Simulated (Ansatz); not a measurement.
# What settings do to one calculation: (110) superlattice of 1 and 3 atomic planes of zincblende GaAs and GaP, in-plane a of GaAs, 8 atoms

Ansatz (PAW, plane waves), atoms fixed. The base input:

```yaml
crystal:
  lattice:
    - [2.830000, -2.830000, 0.000000]
    - [0.000000, 0.000000, 5.660000]
    - [-5.369265, -5.369265, 0.000000]
  atoms:
    - { symbol: Ga, position: [0.025765, 0.015336, 0.000141] }
    - { symbol: Ga, position: [0.996645, 0.036678, 0.530241] }
    - { symbol: Ga, position: [0.508594, 0.480235, 0.767298] }
    - { symbol: Ga, position: [0.540408, 0.487407, 0.264430] }
    - { symbol: P, position: [0.979245, 0.235829, 0.760330] }
    - { symbol: P, position: [0.980940, 0.226946, 0.257479] }
    - { symbol: P, position: [0.456738, 0.767159, 0.519931] }
    - { symbol: As, position: [0.483648, 0.766454, 0.998518] }
kpoints:
  mp_grid: { grid: [4, 3, 2] }
hamiltonian:
  xc: pbesol
scf:
  occupations: { method: fermi_dirac, width: 0.01 }
output:
  forces: true
  eigenvalues: true
  stress: true
  populations: true
```

Command:

```sh
ansatz run in.yaml --threads 8 --pin off --max-ram 118750MiB --runs-dir r --events-out ev --progress --plain --backend cuda --devices 0,
```

It converged in 8 iterations and 1.8 s of wall time on one NVIDIA GB300 with 8 processor threads, on a host shared with other runs; peak host memory 1.7 GiB; largest force component 3.27 eV/Å, pressure 0.06 GPa. The cutoff was the default, 420 eV. The base isn't a converged reference: it has few k points, and its atoms are unrelaxed. Each run below changes the keys shown and caps the iterations.

```tsv
run	changed	ending	iterations	free energy less the base (meV per atom)	rms change of forces (eV/Å)	change of pressure (GPa)	wall time (s, shared host)
1	dr2_threshold 0.0001, max_iter 90	converged	6	0.0	0.000	0.00	2.3 GPU
2	ecutrho_ratio 3, initial_magnetization 4, dr2_threshold 0.0001, max_iter 80	converged	15	-0.1	0.000	0.01	2.3 GPU
3	ecutwfc 350 eV, max_iter 90	converged	8	6.5	0.003	0.03	1.7 GPU
4	accuracy high, ecutrho_ratio 1, max_iter 90	converged	11	-978.9	0.981	24.96	1.8 GPU
5	dispersion d3bj, max_iter 70, k points a 3×3×3 mesh centred on Γ, total_charge -2	converged	12	other zero	0.605	-1.94	2 GPU
6	max_iter 90, total_charge 1	converged	12	other zero	0.498	1.18	2.1 GPU
```

«Other zero»: another functional, charge or dispersion term moves the zero of energy, so the difference says nothing of accuracy.

Question: Which changes leave the result alone, and which of the same physical model moves the forces most?

Answer: The forces move by under 0.002 eV/Å in runs 1, 2. Run 4 (accuracy high, ecutrho_ratio 1, max_iter 90) moves them most among the runs with the same functional, charge and dispersion term, by 0.981 eV/Å.
